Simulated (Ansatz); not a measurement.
TiTe2 (rutile, P4_2/mnm) at seven volumes, the program Ansatz at the r²SCAN level (PAW), shape and atoms relaxed at each. One row is withheld.

```json
[
 {"V (Å³/atom)": "26.083", "P (GPa)": "6.49"},
 {"V (Å³/atom)": "26.943", "P (GPa)": "3.93"},
 {"V (Å³/atom)": "27.803", "P (GPa)": "1.80"},
 {"V (Å³/atom)": "28.663", "P (GPa)": "0.00"},
 {"V (Å³/atom)": "29.523", "P (GPa)": "?"},
 {"V (Å³/atom)": "30.383", "P (GPa)": "-2.75"},
 {"V (Å³/atom)": "31.243", "P (GPa)": "-3.76"}
]
```

Q: Fit the shown pressures and predict the withheld one.

A: Third-order Birch–Murnaghan: P = (3/2)B₀(x^(7/2) − x^(5/2))[1 + (3/4)(B′ − 4)(x − 1)] with x = (V₀/V)^(2/3). Least squares on the six rows gives V₀ = 28.665 Å³/atom, B₀ = 54.30 GPa, B′ = 5.00. At V = 29.523, x = 0.9805 and P = -1.49 GPa. The run itself gave -1.50 GPa.

A made-up cell: these elements were put on the sites of a structure type; neither database checked (COD, Materials Project) lists it. COD files the formula under space group No. 164. Its standing as an ambient phase is unchecked. Symmetry was held in the r²SCAN relaxation; whether a distortion lowers the energy is not shown. The run is not spin-polarised. Spin–orbit coupling is left out wherever it is not named.

Potentials: the later of the program's two PAW sets.
